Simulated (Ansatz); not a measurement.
System: Sn (diamond type), 2 atoms in the cell.

Computed with PBE, all-electron LAPW, point nucleus in Ansatz.

k-mesh 8×8×8 Γ-centred; Fermi–Dirac smearing of 0.1 eV; no spin polarisation; no spin–orbit coupling.

```xyz
2
Lattice="0.0000 3.3250 3.3250 3.3250 0.0000 3.3250 3.3250 3.3250 0.0000" Properties=species:S:1:pos:R:3 pbc="T T T"
Sn    0.0000    0.0000    0.0000
Sn    1.6625    1.6625    1.6625
```

(1) What pressure does the calculation give?

## Answers

(1) The pressure is 0.15 GPa, so at these settings the cell is compressed and would expand.

The k-mesh is modest, so these values aren't fully converged in k.
